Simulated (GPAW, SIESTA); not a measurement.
This is a calculation of In3SbTe2 for SIESTA 5.4.2. The cell comes from a database or a generator and needn't be the stable form of this composition.

File In3SbTe2.fdf:

```
SystemName                      In3SbTe2
SystemLabel                     In3SbTe2
NumberOfSpecies                 3
NumberOfAtoms                   6
%block ChemicalSpeciesLabel
  1  52 Te
  2  51 Sb
  3  49 In
%endblock ChemicalSpeciesLabel

LatticeConstant                 1.0 Ang
%block LatticeVectors
     4.4280963236     0.0000000000     0.0000000000
    -2.2140481618     3.8348439066     0.0000000000
     0.0000000000     0.0000000000    10.7564470000
%endblock LatticeVectors
AtomicCoordinatesFormat         Fractional
%block AtomicCoordinatesAndAtomicSpecies
     0.6666666667     0.3333333333     0.3283140000  1  Te
     0.3333333333     0.6666666667     0.6716860000  1  Te
     0.0000000000     0.0000000000     0.0000000000  2  Sb
     0.6666666667     0.3333333333     0.8430740000  3  In
     0.3333333333     0.6666666667     0.1569260000  3  In
     0.0000000000     0.0000000000     0.5000000000  3  In
%endblock AtomicCoordinatesAndAtomicSpecies

%block kgrid.MonkhorstPack
    7   0   0  0.0
    0   7   0  0.0
    0   0   3  0.0
%endblock kgrid.MonkhorstPack
XC.Functional                   GGA
XC.Authors                      PBEsol
PAO.BasisSize                   DZP
PAO.EnergyShift                 0.003 Ry
Mesh.Cutoff                     500 Ry
OccupationFunction              FD
ElectronicTemperature           0.05 eV
MaxSCFIterations                120
SCF.MustConverge                false
SCF.Mixer.Method                Pulay
SCF.Mixer.Weight                0.25
SCF.Mixer.History               8
SCF.DM.Tolerance                5.0e-05
SCF.H.Tolerance                 1.0e-03 eV
WriteForces                     true
Charge.Mulliken                 end
Charge.Hirshfeld                end
Charge.Voronoi                  end
SaveRho                         true
SaveElectrostaticPotential      true
%block PAO.Basis
  Te 4
  n=5 0 2
    5.613 0.000
  n=5 1 2
    7.253 0.000
  n=4 2 2
    3.260 0.000
  n=5 2 1
    7.253
  Sb 4
  n=5 0 2
    5.972 0.000
  n=5 1 2
    7.842 0.000
  n=4 2 2
    3.490 0.000
  n=5 2 1
    7.842
  In 4
  n=5 0 2
    6.955 0.000
  n=5 1 2
    9.500 0.000
  n=4 2 2
    4.114 0.000
  n=5 2 1
    9.500
%endblock PAO.Basis
```

Potentials or basis: PseudoDojo 0.4 standard (PBEsol files), converted to PSML, two zetas on semicore shells, DZP (energy shift 0.003 Ry; two zetas on semicore shells).

Launch:

```sh
$ siesta In3SbTe2.fdf > In3SbTe2.out 2>&1
```

Q: What does the same run look like in GPAW 26.7.0 (ASE script)? Potentials or basis there: PAW data sets generated for this functional, cutoff 600 eV.

A: As run (cutoffs and basis follow the program's own potentials, and thresholds, step limits or extra output files can differ):

The input run.py:

```python
from ase import Atoms
from ase.dft.bandgap import bandgap
from ase.io import write
from ase.units import GPa
from gpaw import GPAW, PW, setup_paths

setup_paths.insert(0, '.')

atoms = Atoms(['Te', 'Te', 'Sb', 'In', 'In', 'In'],
              cell=[[4.4280963236, 0.0, 0.0],
                    [-2.2140481618, 3.8348439066, 0.0],
                    [0.0, 0.0, 10.756447]],
              scaled_positions=[[0.6666666667, 0.3333333333, 0.328314],
                                [0.3333333333, 0.6666666667, 0.671686],
                                [0.0, 0.0, 0.0],
                                [0.6666666667, 0.3333333333, 0.843074],
                                [0.3333333333, 0.6666666667, 0.156926],
                                [0.0, 0.0, 0.5]],
              pbc=True)

calc = GPAW(mode=PW(600),
            xc='PBEsol',
            kpts={'size': (7, 7, 3), 'gamma': True},
            occupations={'name': 'fermi-dirac', 'width': 0.05},
            nbands=52,
            convergence={'density': 1e-05, 'energy': 1e-05},
            maxiter=150,
            txt='gpaw.txt')
atoms.calc = calc
energy = atoms.get_potential_energy()
forces = atoms.get_forces()
stress = atoms.get_stress()
calc.write('gs.gpw')
write('result.traj', atoms)
print(f'Energy: {energy:.6f} eV')
print('Forces (eV/A):')
print(forces.round(4))
print('Stress (GPa):', (stress / GPa).round(3))
print('Fermi level:', round(calc.get_fermi_level(), 4), 'eV')
print(f'Gap: {bandgap(calc)[0]:.4f} eV, direct: {bandgap(calc, direct=True)[0]:.4f} eV')
```

Potentials or basis: PAW data sets generated in the run's folder for this functional, pw.

Command:

```bash
$ gpaw-setup -f PBEsol In Sb Te
$ OMP_NUM_THREADS=1 python run.py
```

Both were run:

|  | SIESTA | GPAW |
| --- | --- | --- |
| Pressure | -2.3 GPa | -3.2 GPa |
| Largest force | 0.195 eV/Å | 0.151 eV/Å |

The potentials hold 86 and 66 valence electrons a cell.

Pressure is positive in compression.
